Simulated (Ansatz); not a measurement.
The cell of Sc₂SbAs is invented: random cell by space group and Wyckoff sites (P6/mmm, No. 191). The dimensions are guesses.

```cif
data_structure
_symmetry_space_group_name_H-M 'P6/mmm'
_symmetry_Int_Tables_number 191
_cell_length_a 4.7329
_cell_length_b 4.7329
_cell_length_c 5.4509
_cell_angle_alpha 90.000
_cell_angle_beta 90.000
_cell_angle_gamma 120.000
_cell_volume 105.74
loop_
_atom_site_label
_atom_site_type_symbol
_atom_site_symmetry_multiplicity
_atom_site_Wyckoff_symbol
_atom_site_fract_x
_atom_site_fract_y
_atom_site_fract_z
_atom_site_occupancy
Sc1 Sc 2 d 0.33333 0.66667 0.50000 1
Sb1 Sb 1 a 0.00000 0.00000 0.00000 1
As1 As 1 b 0.00000 0.00000 0.50000 1
```

Theory: DFT PBE, scalar-relativistic, plane waves, PAW in Ansatz 0.2.0. Cutoff 420 eV, Gaussian smearing, Γ-centred meshes. Cell and atoms relax first on a coarse mesh and then on a finer one. In between, the cell is made exact in the group found at 0.06 Å. In metals the finer mesh still leaves noise of several meV/atom or more. The steps can't lower the symmetry of their start. No spin polarisation.

A guess keeps its type if space group and coordination stay and the shape of the cell changes little (axis ratios within about 15 %, angles within 6°); the volume may change.

Task: Does this structure survive the relaxation?

Result: It keeps its type. The symmetry stays P6/mmm (No. 191). The volume per atom grows by 7.3 %, from 26.4 to 28.4 Å³. The shortest distance goes from 2.73 Å (Sb–As) to 2.79 Å (Sb–As). The ratio c/a of the conventional cell changes by a factor of 1.00. Counting neighbours within 15 % of an atom's shortest distance, the start has As 8, Sb 2, Sc 6 and the end As 8, Sb 2, Sc 6.

The last run used a 12×12×8 mesh (in the run's order of axes) for its 4-atom cell and Gaussian smearing of 0.10 eV. These runs have no spin–orbit coupling, which can matter for Sb. The cell is a metal run without spin; a magnetic state may lie lower. Symmetry constrained the relaxation, so the result can be a saddle point.
